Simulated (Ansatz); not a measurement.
Starting cell, ZnS (zinc blende):

```yaml
crystal:
  lattice:
    - [0.00000, 2.69456, 2.69456]
    - [2.69456, 0.00000, 2.69456]
    - [2.69456, 2.69456, 0.00000]
  atoms:
    - { symbol: S, position: [0.75000, 0.75000, 0.75000] }
    - { symbol: Zn, position: [0.00000, 0.00000, 0.00000] }
```

The atoms are displaced by Q × the pattern below (from a DFPT mode at Γ, largest move 1; Q in Å), at fixed cell. It is one choice among 3 degenerate patterns.

```
atom      x      y       z
----  -----  -----  ------
S1    0.000  0.000  -1.000
Zn2   0.000  0.000   0.490
```

Calculation: r2SCAN (plane waves to 500 eV, PAW, scalar-relativistic; Ansatz, an electronic-structure program). k mesh 11×11×11 (Γ-centred), Fermi-Dirac smearing 0.05 eV. ZnS was relaxed with its symmetry unable to fall.

At one point of the scan the forces (eV/Å) are:

```csv
atom,Fx,Fy,Fz
S1,0.000,0.000,0.727
Zn2,0.000,0.000,-0.727
```

**Question.** Which point is it?
A. Q = 0.083 Å
B. Q = 0.017 Å
C. Q = 0.100 Å
D. Q = 0.050 Å

**Answer.** A, Q = 0.083 Å

(A displaced cell: forces are minus the slopes of the energy, force constants its curvatures, and phonons follow from these.)
